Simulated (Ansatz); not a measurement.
Cu Kα1 powder pattern (kinematic, no thermal factors).
2θ (°) (relative intensity): 13.70 (3), 19.11 (9), 23.59 (14), 27.60 (3), 33.42 (100), 33.79 (95), 36.27 (2), 38.78 (2), 41.32 (3), 41.93 (1), 43.88 (5), 46.46 (1), 48.26 (34), 52.11 (1), 54.15 (3), 54.65 (3), 56.99 (7), 59.74 (18), 59.98 (35), 67.04 (1), 67.70 (23), 70.21 (11), 75.23 (1), 75.65 (1), 76.49 (2), 80.23 (15), 86.09 (1), 87.21 (12), 89.76 (6)

The pattern is computed from a structure relaxed with Ansatz 0.2.0, DFT PBE, scalar-relativistic, plane waves, PAW. No spin polarisation. Its elements are Al, In, Sb.

Q: Give the structure.

A: AlIn3Sb2.
Space group P-6m2 (No. 187). a = 5.358 Å, b = 5.358 Å, c = 6.458 Å, α = 90.00°, β = 90.00°, γ = 120.00°
```json
{"atom": "Al", "site": "1a", "symmetry": "-6m2", "x": "0.0000", "y": "0.0000", "z": "0.0000"}
{"atom": "In", "site": "1b", "symmetry": "-6m2", "x": "0.0000", "y": "0.0000", "z": "0.5000"}
{"atom": "In", "site": "1c", "symmetry": "-6m2", "x": "0.3333", "y": "0.6667", "z": "0.0000"}
{"atom": "In", "site": "1d", "symmetry": "-6m2", "x": "0.3333", "y": "0.6667", "z": "0.5000"}
{"atom": "Sb", "site": "2i", "symmetry": "3m.", "x": "0.6667", "y": "0.3333", "z": "0.2334"}
```

A pattern alone doesn't exclude other cells with like lines; this is the one computed.

The cell was found from a structure generator's guess, not taken from experiment.
